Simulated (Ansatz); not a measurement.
Phonon-limited resistivity of Ir (computed with Ansatz 0.2.0)

Space group Fm-3m (No. 225), 1 atom in the cell of the first input below: a = 2.709 Å, b = 2.709 Å, c = 2.709 Å, α = 60.00°, β = 60.00°, γ = 60.00°.

The cell was built from a prototype of a structure type listed for this element, relaxed without spin–orbit coupling to zero pressure (pressure 0.0 GPa with this functional, without spin–orbit coupling). Functional: PBEsol.

Input:

```yaml
crystal:
  lattice:
    - [0.0, 1.9155617481, 1.9155617481]
    - [1.9155617481, 0.0, 1.9155617481]
    - [1.9155617481, 1.9155617481, 0.0]
  atoms:
    - { symbol: Ir, position: [0.0, 0.0, 0.0] }
basis:
  ecutwfc: 420
  ecutrho_ratio: 4
kpoints:
  mp_grid: { grid: [18, 18, 18] }
hamiltonian:
  xc: pbesol
scf:
  occupations: { method: methfessel_paxton, width: 0.2 }
output: {}
phonons:
  supercell: [3, 3, 3]
  qpath:
    path:
      - [[0.0, 0.0, 0.0], [0.5, 0.0, 0.5], [0.625, 0.25, 0.625]]
      - [[0.375, 0.375, 0.75], [0.0, 0.0, 0.0], [0.5, 0.5, 0.5], [0.5, 0.25, 0.75], [0.5, 0.0, 0.5]]
    npoints: 6
  electrical_resistivity: { mesh: [36, 36, 36], temperatures: [50, 100, 200, 300, 500] }
  superconductivity: { mesh: [36, 36, 36], eliashberg_equations: false }
```

```bash
ansatz run input.yaml --threads 8 --pin off --max-ram 15360MiB --backend cpu --events-out ev --progress --plain --runs-dir out
```

Time: 3.8 min on 8 threads of Arm Neoverse V1, on a shared host, peak memory 6.8 GiB.

λ_tr,xx from the finest mesh down: 0.452, 0.425, 0.461. The next coarser mesh moves the resistivity at 300 K by under 1 % along the axis that moves most.

The run gives λ_tr,xx = 0.452 and a Drude plasma energy ħω_p,xx = 10.71 eV.

Task: Estimate the resistivity along x at 300 K from the high-temperature formula.

Result: ħ/τ = 2π λ_tr k_B T = 0.0734 eV and ρ = 1/(ε0 ω_p² τ) = 4.76 μΩ cm. The Boltzmann solution gives 4.42 μΩ cm, so the estimate is 8 % high; λ_tr itself still moves by 6 % between the two finest meshes.

| T (K) | ρ_xx (μΩ cm) | ρ_zz (μΩ cm) | formula, xx | R_H, field along x, y or z (10⁻¹¹ m³/C) |
| --- | --- | --- | --- | --- |
| 50 | 0.14 | 0.14 | 0.79 | 2.36 |
| 100 | 0.98 | 0.98 | 1.59 | 3.8 |
| 200 | 2.78 | 2.78 | 3.17 | 3.96 |
| 300 | 4.42 | 4.42 | 4.76 | 3.94 |
| 500 | 7.57 | 7.57 | 7.93 | 3.94 |

At 300 K the next coarser mesh moves R_H by up to 5 %.

At 50 K the solution is 0.17 times the linear formula, and at 500 K 0.95 times. The formula is meant for temperatures above the phonon energies and for bands that vary little within k_B T.

Caveats: no spin-orbit coupling, which matters for these elements; small supercell, couplings not converged in it.
